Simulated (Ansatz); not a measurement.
Data:

HfRh3:
```
CELL_PARAMETERS angstrom
      3.86451     0.00000     0.00000
      0.00000     3.86451     0.00000
      0.00000     0.00000     3.86451
ATOMIC_POSITIONS crystal
  Hf 0.00000 0.00000 0.00000
  Rh 0.50000 0.00000 0.50000
  Rh 0.00000 0.50000 0.50000
  Rh 0.50000 0.50000 0.00000
```

This is the LDA-relaxed structure.

Q: All from plane-wave PAW LDA (Ansatz code), unless another level is named. Give the density of states at the Fermi level.

A: 0.83 states/eV per atom (mean over ±0.08 eV).

Q: And the formation energy from the elements (no fitted shifts)?

A: -0.75 eV/atom.

Space group Pm-3m (Cu3Au type). The first step of the workflow began from a Materials Project structure, measured or hypothetical; the Crystallography Open Database files this formula in space group No. 221, but the cells were not matched. Its standing as an ambient phase is unchecked. The LDA relaxation kept the symmetry of its start; of distortions, only those at the zone centre were tested. The run is not spin-polarised. The references are the lowest solids computed at this level, not always the standard phases. Spin–orbit coupling is left out wherever it is not named.

Potentials: the later of the program's two PAW sets.
